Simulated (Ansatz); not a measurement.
# All-electron card of GaP

```xyz
2
Lattice="0.0000 2.7530 2.7530 2.7530 0.0000 2.7530 2.7530 2.7530 0.0000" Properties=species:S:1:pos:R:3 pbc="T T T"
Ga    0.0000    0.0000    0.0000
P     1.3765    1.3765    1.3765
```

Atom numbers follow the list: Ga1, P2.

The cell was built from the zincblende type and relaxed in the same program, and has space group F-43m; it needn't be a known or the stable phase.

All numbers are computed: DFT, PBE, all-electron LAPW, scalar-relativistic (Ansatz 0.2.0); DFT, PBE, PAW with Ansatz's default frozen-core files, scalar-relativistic (Ansatz 0.2.0).

For LAPW: a Γ-centred 13×13×13 k mesh, Fermi–Dirac smearing of 0.03 eV, basis error target 1 meV/atom, no spin polarisation. PAW takes a cutoff of 420 eV at this cell. The Ansatz runs share mesh, smearing and spin set-up. Values come from LAPW unless marked.

| Item | Value |
| --- | --- |
| Pressure at this cell | -0.01 GPa |
| Volume per atom | 20.87 Å³ |

(1) Predict this quantity. Bader charges (from the PAW run).

(2) Give the computed value. Band gap.

(3) Löwdin charges (with 0.05 e of the cell spilling out of the atomic basis, so their sizes and signs hang on that basis): what does the calculation give?

Answers

(1) Ga1 +0.84, P2 -0.84 e.

(2) 1.58 eV, direct at Γ.

(3) Ga1 0.10, P2 -0.06 e.
